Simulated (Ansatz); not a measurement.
# Os: computed property card

Os:
```cif
data_Os4
_chemical_formula_sum 'Os4'
_space_group_name_H-M_alt 'P 1'
_space_group_IT_number 1
_cell_length_a 2.74127
_cell_length_b 2.74127
_cell_length_c 8.80549
_cell_angle_alpha 90.000
_cell_angle_beta 90.000
_cell_angle_gamma 120.000
loop_
_space_group_symop_operation_xyz
  'x, y, z'
loop_
_atom_site_label
_atom_site_type_symbol
_atom_site_fract_x
_atom_site_fract_y
_atom_site_fract_z
_atom_site_occupancy
Os1 Os 0.00000 0.00000 0.00000 1
Os2 Os 0.00000 0.00000 0.50000 1
Os3 Os 0.33333 0.66667 0.25000 1
Os4 Os 0.66667 0.33333 0.75000 1
```

Space group P6_3/mmc (No. 194), dhcp (α-La type); conventional cell a = b = 2.7413 Å, c = 8.8055 Å, α = β = 90.00°, γ = 120.00°.

Method: DFT-PBE in the program Ansatz with PAW potentials. Structure relaxed to zero pressure with the same functional. Other levels are named where they apply.

### Cell and energy

* **Volume per atom**: 14.33 Å³
* **Density**: 22.05 g/cm³

### Electronic structure

Electronic character: metallic (no gap)
Density of states at the Fermi level: 0.87 states/eV per atom (mean over ±0.08 eV)
Gap with spin–orbit coupling: none (metallic)

### Mechanics

Bulk modulus (Birch–Murnaghan fit): 3920 kbar
Pressure derivative B′: 4.8

### Phonons

- Highest zone-centre frequency = 185 cm⁻¹
- Zone-centre stability = no imaginary mode at Γ

The cell is a constructed one: a structure type filled with these elements. Its sites differ from those of the usual phase in this space group: another stacking or structure type. The PBE relaxation kept the symmetry of its start. The run is not spin-polarised. As this level gives no gap, phonon frequencies hold no LO–TO term and depend on the k-mesh and smearing (Fermi–Dirac, 0.1 eV here). Axis ratios of metals converge slowly with the k-mesh, so a and c are less sure than the volume. Scalar-relativistic: spin–orbit coupling is off unless named, which matters more the heavier the elements.

Potentials: the later of the program's two PAW sets.
